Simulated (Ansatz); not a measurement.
# Cd (hcp, Mg type), energy over volume and axial ratio

Cd (hcp, Mg type)

```yaml
crystal:
  lattice:
    - [2.96206, 0.00000, 0.00000]
    - [-1.48103, 2.56522, 0.00000]
    - [0.00000, 0.00000, 5.80108]
  atoms:
    - { symbol: Cd, position: [0.33333, 0.66667, 0.75000] }
    - { symbol: Cd, position: [0.66667, 0.33333, 0.25000] }
```

Two coordinates are scanned: the volume, and the ratio of the stretch along z (the conventional c axis) to the stretch across it. Atoms keep their fractional coordinates.

Level of theory: r2SCAN (plane waves to 500 eV, PAW, scalar-relativistic; Ansatz, a first-principles code). k mesh 18×18×8 (Γ-centred), Fermi-Dirac smearing 0.05 eV. E stands for the smeared free energy. Stress and pressure are positive under compression. With partly filled bands, the response to shear is sensitive to the k mesh, so small differences along c/a are uncertain. Cd was relaxed with its symmetry unable to fall. The PAW data are Ansatz's earlier set. The zero of ΔE is the relaxed starting cell.

ΔE (meV/atom), with V/V₀ across and (c/a)/(c/a)₀ down:

```csv
(c/a)/(c/a)₀ \ V/V₀,0.960,0.973,0.987,1.000,1.013,1.027,1.040
0.920,11,9,9,11,13,17,21
0.947,8,6,5,6,8,11,16
0.973,6,3,2,2,4,6,10
1.000,7,3,1,0,1,3,6
1.027,13,8,4,2,2,3,5
1.053,23,16,11,8,6,6,7
1.080,37,28,22,17,13,12,11
```

σxx (GPa), with V/V₀ across and (c/a)/(c/a)₀ down:

```csv
(c/a)/(c/a)₀ \ V/V₀,0.960,0.973,0.987,1.000,1.013,1.027,1.040
0.920,0.6,-0.2,-1.0,-1.8,-2.4,-3.0,-3.6
0.947,1.2,0.2,-0.6,-1.4,-2.1,-2.7,-3.3
0.973,1.9,0.8,-0.1,-1.0,-1.8,-2.4,-3.1
1.000,3.1,2.0,1.0,0.0,-0.9,-1.7,-2.4
1.027,4.7,3.4,2.3,1.3,0.3,-0.6,-1.4
1.053,6.1,4.7,3.5,2.4,1.4,0.5,-0.4
1.080,7.7,6.2,4.9,3.7,2.6,1.6,0.7
```

Derived quantities:

Lowest place on the grid: V/V₀ = 1.000, (c/a)/(c/a)₀ = 1.000 (0 meV/atom). Highest place on the grid: V/V₀ = 0.960, (c/a)/(c/a)₀ = 1.080 (37 meV/atom).

(A scan under strain: stresses follow from slopes of the energy per volume, elastic moduli from its curvatures.)
